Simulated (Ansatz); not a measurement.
**Calculated with Ansatz: La₆AgSb₂, settings compared**

The input file (Ansatz 0.2.0, plane waves):

```yaml
crystal:
  lattice:
    - [8.48408, 0.0, 0.0]
    - [-4.24204, 7.347434, 0.0]
    - [0.0, 0.0, 4.360597]
  atoms:
    - { symbol: La, position: [0.236, 0.0, 0.0] }
    - { symbol: La, position: [0.764, 0.764, 0.0] }
    - { symbol: La, position: [0.0, 0.236, 0.0] }
    - { symbol: La, position: [0.597, 0.0, 0.5] }
    - { symbol: La, position: [0.403, 0.403, 0.5] }
    - { symbol: La, position: [0.0, 0.597, 0.5] }
    - { symbol: Ag, position: [0.0, 0.0, 0.5] }
    - { symbol: Sb, position: [0.3333, 0.6667, 0.0] }
    - { symbol: Sb, position: [0.6667, 0.3333, 0.0] }
  symmetry: { tolerance: 0.0003 }
kpoints:
  mp_grid: { grid: [3, 3, 4], shift: [0, 0, 0] }
magnetization:
  spin_polarized: false
scf:
  occupations: { method: fermi_dirac, width: 0.0978 }
hamiltonian:
  pseudopotentials: { kind: paw }
  xc: r2scan
basis:
  ecutwfc: 500
output:
  forces: true
  stress: true
  eigenvalues: true
  write_density: true
  write_potential: true
  elf: true
  volumetric_format: npy
```

Run with:

```bash
ansatz run input.yaml --threads 1 --pin off --max-ram 2560MiB --backend cpu --events-out ev --progress --plain --runs-dir out
```

Origin of the cell: a known structure type with other elements, at an estimated volume, so it need not be a known compound.

Output of this run (shortened):

```
SCF iter   1: F=—  HF=-58195.787325 eV  Δρ=8.61e-3  dr2=2.93e-1  dr2_τ=3.37e-2
SCF iter   2: F=—  HF=-58196.245007 eV  Δρ=4.92e-3  dr2=1.03e-1  dr2_τ=2.19e-3
SCF iter   3: F=—  HF=-58196.231460 eV  Δρ=1.17e-3  dr2=7.30e-3  dr2_τ=5.42e-4
SCF iter   4: F=—  HF=-58196.233255 eV  Δρ=6.28e-4  dr2=1.01e-3  dr2_τ=6.52e-5
SCF iter   5: F=—  HF=-58196.233477 eV  Δρ=2.44e-4  dr2=2.46e-4  dr2_τ=1.29e-5
SCF iter   6: F=—  HF=-58196.233533 eV  Δρ=9.27e-5  dr2=3.10e-5  dr2_τ=3.79e-7
SCF iter   7: F=—  HF=-58196.233728 eV  Δρ=2.22e-5  dr2=1.99e-6  dr2_τ=9.56e-8
SCF iter   8: F=—  HF=-58196.233729 eV  Δρ=8.82e-6  dr2=3.55e-7  dr2_τ=4.29e-9
SCF iter   9: F=-58196.233729 eV  HF=-58196.233729 eV  Δρ=2.45e-6  dr2=2.59e-8  dr2_τ=8.13e-10
SCF 1 converged in 9 iterations: F = -58196.233729 eV  dr2 = 2.59e-8
SCF converged after 9 iterations
Free energy (F): -58196.233729 eV
Harris-Foulkes:  -58196.233729 eV  (|F-HF|=1.32e-8)
Internal energy: -58195.910049 eV  (E = F + TS)
E sigma→0 (E₀):  -58196.071889 eV
Entropy (-TS):   -0.323680 eV (-35.964 meV/atom)
Fermi energy:    12.737615 eV
--- Per-component energies (eV) ---
  E_band       = -830.914165
  E_kinetic    = 2111.206021
  E_local      = -8727.378634  (includes V_loc(G=0)·N_el)
  E_nonlocal   = 1366.543603
  E_hartree    = 3797.576322
  E_xc         = -1233.779026
  E_vxc        = -1442.793233  (∫ρ·V_xc dr)
  E_paw        = -45750.425604  (= ΣΔE_a)
  E_vpaw       = -1816.571092  (= ΣTr[D̂ρ^β])
  E_aug_tail   = 0.000066  (compensation charges beyond the density's cutoff)
  E_vtau       = 82.939750  (kinetic-family band-sum trace: ∫τ·v_τ [+ j·A + Jᵃ·Aᵃ] dr)
  E_ewald      = -9760.566634
  E_core_change = 0.913838  (= ΣΔE_core)
  E_smearing   = -0.323680  (= −TS)
  Σ components = -58196.233729   (vs F -58196.233729, Δ=0.00e0)
--- Forces (eV/Å), atoms counted from 1 ---
  atom   1  La     0.909943     0.000000     0.000000
[… 3 lines left out …]
  atom   5  La     0.386044     0.668647     0.000000
  atom   6  La     0.386044    -0.668647     0.000000
  atom   7  Ag    -0.000000    -0.000000     0.000000
  atom   8  Sb     0.000000     0.000000     0.000000
  atom   9  Sb     0.000000     0.000000     0.000000
  max |Σ_I F_I| component: 2.27e-16 eV/Å
--- Stress (GPa, compression-positive) ---
        4.161865       0.000000       0.000000
       -0.000000       4.161865       0.000000
        0.000000       0.000000       5.205055
  P = ⅓ Tr σ = 4.5096 GPa (45.096 kbar)
```

The same input was run again with these changes:

1. `scf.mixing.preconditioner` default → local_kerker; `kpoints.mp_grid.grid` [3, 3, 4] → [2, 2, 2]
2. `basis.ecutwfc` 500 → "40.4 Ry"; `scf.mixing.algorithm` default → anderson; `scf.mixing.beta` default → 0.7; `scf.mixing.ndim` default → 16
3. `crystal.symmetry` { tolerance: 0.0003 } → { detect: false }
4. `basis.ecutwfc` 500 → "450 eV"

```csv
run,end,SCF iterations,P (GPa),max force component (eV/Å),moment (μB),ΔE(σ→0) (meV/atom)
base,converged,9,4.51,0.910,–,0
1,converged,8,3.85,1.428,–,-12.45
2,converged,9,4.51,0.910,–,-0.66
3,converged,9,4.51,0.909,–,0.00
4,converged,9,4.51,0.910,–,1.17
```

Energies are compared only where functional, datasets, charge and starting cell are the same.

Not properties of the system: run 1 (too coarse or loose: `kpoints.mp_grid.grid` = [2, 2, 2]).

Caveats of the base run: no moments, though an odd count or open d shells may carry them; no spin-orbit coupling, though heavy elements are present; the k mesh is coarse if the cell is a metal.

Run 4: the cutoff lies below the datasets' advice.

Time of the base run: 67 s on 1 thread of Arm Neoverse V1 (shared host), peak memory 1 GiB, from the program's own first density.
